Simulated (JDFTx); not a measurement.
An input for JDFTx (a modified build) (AlRu(111), linear PCM (GLSSA13), dimethyl sulfoxide, 1 M NaF; bohr, hartree) and the course of its log:

```
lattice \
  7.9706606088 3.9853302949 0.0000000000 \
  0.0000000000 6.9027945738 0.0000000000 \
  0.0000000000 0.0000000000 46.4872626658
coords-type Lattice
ion Al 0.3333333333 0.3333333333 -0.1730924427 0
ion Al 0.6666666666 0.6666666666 -0.1049967790 0
ion Al -0.0000000000 -0.0000000000 -0.0349989260 0
ion Al 0.3333333333 0.3333333333 0.0349989260 0
ion Al 0.6666666666 0.6666666666 0.1049967790 0
ion Al -0.0000000000 -0.0000000000 0.1730924427 0
ion Ru -0.0000000000 -0.0000000000 -0.1415703716 0
ion Ru 0.3333333333 0.3333333333 -0.0699978530 0
ion Ru 0.6666666666 0.6666666666 0.0000000000 0
ion Ru -0.0000000000 -0.0000000000 0.0699978530 0
ion Ru 0.3333333333 0.3333333333 0.1415703716 0
ion-species pseudo/al_pbe_v1.upf
ion-species pseudo/ru_pbe_v1.2.upf
elec-cutoff 20 100
elec-ex-corr gga-PBE
coulomb-interaction Slab 001
coulomb-truncation-embed 0 0 0
kpoint-folding 6 6 1
elec-smearing Fermi 0.01
elec-n-bands 66
electronic-scf nIterations 100 energyDiffThreshold 1e-08
fluid LinearPCM
pcm-variant GLSSA13
fluid-solvent DMSO
fluid-cation Na+ 1
fluid-anion F- 1
fluid-minimize nIterations 400 knormThreshold 1e-12
wavefunction read vac.wfns
elec-initial-eigenvals vac.eigenvals
dump-name f2.$VAR
dump End State Ecomponents EigStats BandEigs Forces ElecDensity IonicPositions Fillings Kpoints Dtot FluidDebug BoundCharge FluidDensity
```

```
[one cycle in 5 is shown, and the last three; fluid-solver lines are left out]
	FillingsUpdate:  mu: -0.152612811  nElectrons: 98.000000
SCF: Cycle:  0   F: -487.818701223351127   dF: -1.225e-04   |Residual|: 1.617e-02   |deigs|: 1.653e-04
	FillingsUpdate:  mu: -0.140178851  nElectrons: 98.000000
SCF: Cycle:  5   F: -487.821449302021563   dF: -2.742e-04   |Residual|: 4.416e-03   |deigs|: 2.686e-03
	FillingsUpdate:  mu: -0.136206463  nElectrons: 98.000000
SCF: Cycle: 10   F: -487.821684918912183   dF: +1.256e-03   |Residual|: 7.975e-03   |deigs|: 7.721e-03
	FillingsUpdate:  mu: -0.107118075  nElectrons: 98.000000
SCF: Cycle: 15   F: -487.834138776206885   dF: +9.159e-03   |Residual|: 1.377e-02   |deigs|: 9.682e-03
	FillingsUpdate:  mu: -0.125996727  nElectrons: 98.000000
SCF: Cycle: 20   F: -487.823733718120081   dF: -1.820e-03   |Residual|: 1.373e-02   |deigs|: 7.437e-03
	FillingsUpdate:  mu: -0.022119504  nElectrons: 98.000000
SCF: Cycle: 25   F: -487.520820094924318   dF: +2.594e-01   |Residual|: 7.189e-02   |deigs|: 2.216e-02
	FillingsUpdate:  mu: -0.102147503  nElectrons: 98.000000
SCF: Cycle: 30   F: -487.848173436385764   dF: -1.234e-02   |Residual|: 2.208e-02   |deigs|: 5.828e-03
	FillingsUpdate:  mu: -0.084285724  nElectrons: 98.000000
SCF: Cycle: 35   F: -487.848497394689559   dF: +9.891e-04   |Residual|: 2.455e-02   |deigs|: 2.066e-03
	FillingsUpdate:  mu: -0.133320488  nElectrons: 98.000000
SCF: Cycle: 40   F: -487.821744430175841   dF: +4.920e-03   |Residual|: 1.653e-02   |deigs|: 1.285e-02
	FillingsUpdate:  mu: -0.129595952  nElectrons: 98.000000
SCF: Cycle: 45   F: -487.823087245401666   dF: +3.520e-03   |Residual|: 4.389e-03   |deigs|: 8.200e-03
	FillingsUpdate:  mu: -0.135535241  nElectrons: 98.000000
SCF: Cycle: 50   F: -487.821725425202601   dF: -2.269e-05   |Residual|: 1.028e-02   |deigs|: 3.019e-04
	FillingsUpdate:  mu: -0.146689503  nElectrons: 98.000000
SCF: Cycle: 55   F: -487.819475598477027   dF: +3.277e-03   |Residual|: 1.752e-02   |deigs|: 1.695e-02
	FillingsUpdate:  mu: -0.119181330  nElectrons: 98.000000
SCF: Cycle: 60   F: -487.826403703138624   dF: +4.071e-04   |Residual|: 7.387e-03   |deigs|: 7.395e-04
	FillingsUpdate:  mu: -0.083382278  nElectrons: 98.000000
SCF: Cycle: 65   F: -487.857168799705448   dF: -8.871e-03   |Residual|: 1.711e-02   |deigs|: 1.102e-02
	FillingsUpdate:  mu: -0.094025657  nElectrons: 98.000000
SCF: Cycle: 70   F: -487.849703073218450   dF: -5.091e-03   |Residual|: 1.564e-02   |deigs|: 4.653e-03
	FillingsUpdate:  mu: -0.102253624  nElectrons: 98.000000
SCF: Cycle: 75   F: -487.842739654868410   dF: +1.918e-02   |Residual|: 1.483e-02   |deigs|: 2.375e-02
	FillingsUpdate:  mu: -0.120129950  nElectrons: 98.000000
SCF: Cycle: 80   F: -487.826436098529371   dF: +1.985e-03   |Residual|: 9.953e-03   |deigs|: 2.739e-03
	FillingsUpdate:  mu: -0.087100183  nElectrons: 98.000000
SCF: Cycle: 85   F: -487.852425917318840   dF: -2.631e-02   |Residual|: 1.791e-02   |deigs|: 3.307e-02
	FillingsUpdate:  mu: -0.035971289  nElectrons: 98.000000
SCF: Cycle: 90   F: -487.737461497911681   dF: -6.015e-02   |Residual|: 4.296e-02   |deigs|: 4.971e-03
	FillingsUpdate:  mu: -0.137570715  nElectrons: 98.000000
SCF: Cycle: 95   F: -487.820946015320715   dF: +1.333e-03   |Residual|: 1.712e-02   |deigs|: 5.965e-03
	FillingsUpdate:  mu: -0.140807809  nElectrons: 98.000000
SCF: Cycle: 97   F: -487.820656971229880   dF: +9.552e-04   |Residual|: 1.576e-02   |deigs|: 4.564e-03
	FillingsUpdate:  mu: -0.136630505  nElectrons: 98.000000
SCF: Cycle: 98   F: -487.821822256995972   dF: -1.165e-03   |Residual|: 6.035e-03   |deigs|: 4.172e-03
	FillingsUpdate:  mu: -0.121389802  nElectrons: 98.000000
SCF: Cycle: 99   F: -487.828325339706112   dF: -6.503e-03   |Residual|: 8.562e-03   |deigs|: 1.503e-02
SCF: None of the convergence criteria satisfied after 100 iterations.
IonicMinimize: Iter:   0  F: -487.828325339706112  |grad|_K:  0.000e+00
IonicMinimize: Converged (|grad|_K<1.000000e-04).
```

This run gave no converged result. The electronic loop ended without meeting its threshold, so the last energy, levels and forces aren't results.
